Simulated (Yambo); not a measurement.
Given:

```
YPO4
1.0
   -3.44492     3.44492     3.01187
    3.44492    -3.44492     3.01187
    3.44492     3.44492    -3.01187
O P Y
8 2 2
Direct
  0.16640   0.34105   0.82535
  0.09105   0.76570   0.67465
  0.51570   0.34105   0.17465
  0.09105   0.41640   0.32535
  0.58360   0.90895   0.67465
  0.65895   0.83360   0.17465
  0.23430   0.90895   0.32535
  0.65895   0.48430   0.82535
  0.25000   0.75000   0.50000
  0.50000   0.50000   0.00000
  0.00000   0.00000   0.00000
  0.75000   0.25000   0.50000
```

Workflow: norm-conserving PBEsol (Quantum ESPRESSO, 84 Ry, no spin-orbit coupling), then G0W0 in Yambo (2×2×2 Γ-centred k mesh, 221 bands and a 7 Ry block in the screening, 221 bands in G with the Bruneval-Gonze terminator, plasmon pole fitted at 27.2 eV).

**Question.** Give the PBEsol and G0W0 gaps between the band edges found on this mesh, and say where the edges lie.

**Answer.** Edges: Γ → X. PBEsol: 5.98 eV; G0W0: 8.67 eV. The mesh misses an edge: along a dense path the PBEsol gap is 5.88 eV. Among the k points computed, the smallest G0W0 gap is 8.44 eV, Γ → Γ. Nearest settings tried, and what they do to the gap: 148 bands in W, 148 bands in G: +77 meV; 6 Ry block (249 vectors against 313): -30 meV. Not varied: mesh. So the settings aren't converged at that level. The k mesh is coarse. 

Geometry of the Materials Project entry, not relaxed at this level.
